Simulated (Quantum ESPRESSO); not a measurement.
Ga₃GeN₄ (made-up cell) (calculated)

Calculation on a made-up crystal cell, not a measurement: periodic Kohn-Sham density functional theory in plane waves with PseudoDojo standard norm-conserving scalar-relativistic pseudopotentials, each functional with its own files (v0.5 for PBE, v0.4.1 for LDA and PBEsol), no spin polarisation, no spin-orbit coupling, atoms not relaxed, stress positive in tension, energies less a fixed whole-eV offset for each atom's element; levels are Kohn-Sham levels at fractions of this cell's reciprocal vectors, counted from the reference band (half the neutral cell's valence electrons, rounded up) at Gamma; error bars cover cutoff and k-mesh only, not smearing or the files; added strain carries the atoms with the cell, and shear is the tensor component; each bar is the largest change over components, and at least 0.002 eV, 0.002 eV per angstrom or 0.02 GPa; energies are for the whole cell, and the offsets were chosen from early runs and are not element reference energies. Program: Quantum ESPRESSO 7.5.

```cif
# cell vector a (Å): 3.2076 -0.0312 0.0517
# cell vector b (Å): -0.0541 5.5509 -0.0384
# cell vector c (Å): 0.0844 -0.0362 5.0334
data_Ga3GeN4
_symmetry_space_group_name_H-M 'P 1'
_symmetry_Int_Tables_number 1
_cell_length_a 3.2082
_cell_length_b 5.5513
_cell_length_c 5.0342
_cell_angle_alpha 90.818
_cell_angle_beta 88.112
_cell_angle_gamma 91.122
_cell_volume 89.58
loop_
_atom_site_label
_atom_site_type_symbol
_atom_site_fract_x
_atom_site_fract_y
_atom_site_fract_z
_atom_site_occupancy
Ge1 Ge 0.95942 0.00722 0.97927 1
Ga1 Ga 0.50822 0.51059 0.01856 1
Ga2 Ga 0.49316 0.16041 0.49211 1
Ga3 Ga 0.95750 0.62638 0.51316 1
N1 N 0.00412 0.99537 0.39977 1
N2 N 0.49095 0.51915 0.37946 1
N3 N 0.51109 0.15563 0.86549 1
N4 N 0.95204 0.66694 0.90426 1
_calc_lattice_type 'wurtzite'
_calc_functional 'pbe'
_calc_cutoff 1143  # eV
_calc_fermi_dirac_smearing 0.1  # eV
_calc_scf_tolerance 1e-07  # eV
_calc_electrons_removed 0
_calc_added_strain_kind 'zz'
_calc_added_strain 0.0155
_calc_k_mesh '7 x 6 x 6, shifted by half a step'
_calc_structure_shown 'before the added strain of 0.0155'
_calc_free_energy_less_offsets 0.06026  # eV
_calc_smearing_term_minus_ts -0.06014  # eV
_calc_scf_iterations 13
_calc_pressure 20.04  # GPa
_calc_stress_xx -30.57  # GPa
_calc_stress_yy -8.449  # GPa
_calc_stress_zz -21.1  # GPa
_calc_stress_yz -0.4033  # GPa
_calc_stress_xz 0.8686  # GPa
_calc_stress_xy -7.252  # GPa
_calc_fermi_level 2.325  # eV
_calc_reference_band 37
_calc_error_bar_energy 0.003189  # eV
_calc_error_bar_stress 0.1403  # GPa
_calc_error_bar_force 0.01376  # eV/angstrom
_calc_error_bar_next_band_up 0.004404  # eV
_calc_error_bar_fermi_level 0.01865  # eV
_calc_error_bars_from 'tighter rerun of this cell'
```

Atoms:
| atoms element | atom site | atom energy offset (eV) |
| --- | --- | --- |
| Ge | 1 | -2430 |
| Ga | 2 | -2080 |
| Ga | 3 | -2080 |
| Ga | 4 | -2080 |
| N | 5 | -283 |
| N | 6 | -283 |
| N | 7 | -283 |
| N | 8 | -283 |

Forces:
| site | x (eV/Å) | y (eV/Å) | z (eV/Å) |
| --- | --- | --- | --- |
| 1 | 2.401 | -0.6668 | 2.011 |
| 2 | -3.619 | -2.216 | -0.4016 |
| 3 | 0.4127 | 0.343 | -0.4574 |
| 4 | 2.815 | 3.01 | 1.279 |
| 5 | -0.8928 | -0.8067 | -1.506 |
| 6 | -2.594 | -2.469 | 0.4673 |
| 7 | -2.162 | 1.748 | 0.6503 |
| 8 | 3.64 | 1.058 | -2.042 |

Levels:
| level k point | next band up (eV) |
| --- | --- |
| Gamma | 1.946 |
| (1/2,1/2,1/2) | 2.207 |
| (0.15,0,0) | 2.931 |
| (0,0.15,0) | 2.213 |
| (0,0,0.15) | 2.011 |
